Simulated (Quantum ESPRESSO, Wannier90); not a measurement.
# CuI (P4/nmm): Wannier90 run

```
begin unit_cell_cart
ang
    4.0902000000    0.0000000000    0.0000000000
    0.0000000000    4.0902000000    0.0000000000
    0.0000000000    0.0000000000    6.5514600000
end unit_cell_cart
begin atoms_frac
Cu   0.5000000000  0.5000000000  0.0000000000
Cu   0.0000000000  0.0000000000  0.0000000000
I    0.5000000000  0.0000000000  0.2569700000
I    0.0000000000  0.5000000000 -0.2569700000
end atoms_frac
```

Materials Project entry mp-22863; symmetrised, unrelaxed at this level. Not found in the COD (Crystallography Open Database) copy used, which has the formula in other groups; not checked further. Method: PBEsol plane waves in Quantum ESPRESSO 7.5 (PseudoDojo norm-conserving files, 74 Ry, no spin polarisation, no spin-orbit coupling), Bloch states on a 8×8×6 mesh through Γ, Wannier90 4.0.1. Density: 8×8×6 mesh, cold smearing 0.01 Ry. A non-magnetic state is assumed, with no Hubbard U; filled 3d bands tend to lie too high at this level. The cell is built of weakly bound layers, chains or molecules, whose nearest atoms lie 4.30 Å apart. Database cells relaxed without dispersion often hold them too far apart, which can enlarge gaps and weakens couplings between them; spacing and stacking were not compared with the measured crystal. Spin-orbit coupling is left out although heavy elements are present.

Bands 9-26 form an isolated set from -13.97 to 0.00 eV relative to the valence-band maximum (on the path) and are turned into 18 Wannier functions by minimising the spread from the start: SCDM (isolated).

**Question.** Where do the functions sit, how wide are they and what are they made of?

**Answer.** 
| functions | spread (Å²) | nearest atom, distance (Å) | second atom, distance (Å) | weight on atomic waves |
|---|---|---|---|---|
| 3 | 0.63 | Cu 0.03 | I 2.63 | Cu 3d 99 % |
| 3 | 0.62 | Cu 0.03 | I 2.63 | Cu 3d 99 % |
| 2 | 0.61 | Cu 0.01 | I 2.64 | Cu 3d 99 % |
| 2 | 0.60 | Cu 0.03 | I 2.63 | Cu 3d 99 % |
| 6 | 1.91 | I 0.69 | Cu 2.02 | I 5p 69 %, I 5s 18 %, Cu 4s 10 % |
| 2 | 1.74 | I 0.49 | Cu 2.98 | I 5p 55 %, I 5s 43 % |

Ω_I = 17.94 Å², Ω_total = 21.12 Å²; the interpolated bands follow pw.x to 0.7 meV rms on the path. It is the lowest total spread that any start reached here.
